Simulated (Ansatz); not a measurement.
ZrRh (space group Pnma)

```cif
data_Rh4Zr4
_chemical_formula_sum 'Zr4 Rh4'
_space_group_name_H-M_alt 'P 1'
_space_group_IT_number 1
_cell_length_a 6.05513
_cell_length_b 4.43946
_cell_length_c 5.25186
_cell_angle_alpha 90.000
_cell_angle_beta 90.000
_cell_angle_gamma 90.000
loop_
_space_group_symop_operation_xyz
  'x, y, z'
loop_
_atom_site_label
_atom_site_type_symbol
_atom_site_fract_x
_atom_site_fract_y
_atom_site_fract_z
_atom_site_occupancy
Zr1 Zr 0.82494 0.75000 0.85909 1
Zr2 Zr 0.17506 0.25000 0.14091 1
Zr3 Zr 0.67506 0.25000 0.35909 1
Zr4 Zr 0.32494 0.75000 0.64091 1
Rh1 Rh 0.45309 0.75000 0.16832 1
Rh2 Rh 0.54691 0.25000 0.83168 1
Rh3 Rh 0.04691 0.25000 0.66832 1
Rh4 Rh 0.95309 0.75000 0.33168 1
```

This relaxed cell (volume V₀) is scaled evenly in all directions, its shape held. The atoms relax within the cell's symmetry.

Method: PBEsol (plane waves to 420 eV, PAW, scalar-relativistic; Ansatz, a quantum-chemistry and plane-wave program). k mesh 8×11×9 (Γ-centred), Fermi-Dirac smearing 0.05 eV. E stands for the smeared free energy. Stress and pressure are positive under compression. With the shape held, the modulus is that of even scaling; a crystal free to change shape is softer. ZrRh is run without spin polarisation. ZrRh was relaxed with its symmetry unable to fall. The zero of ΔE is the relaxed starting cell.

The scan covers V/V₀ from 0.900 to 1.100 in 9 points.

Question: What is the fitted pressure derivative B₀′?

Answer: 4.4.

Question: What bulk modulus at fixed cell shape B₀ follows from a third-order Birch-Murnaghan fit?

Answer: 174 GPa.

(Under strain, the slope of the energy per volume gives the stress and its curvature an elastic modulus.)
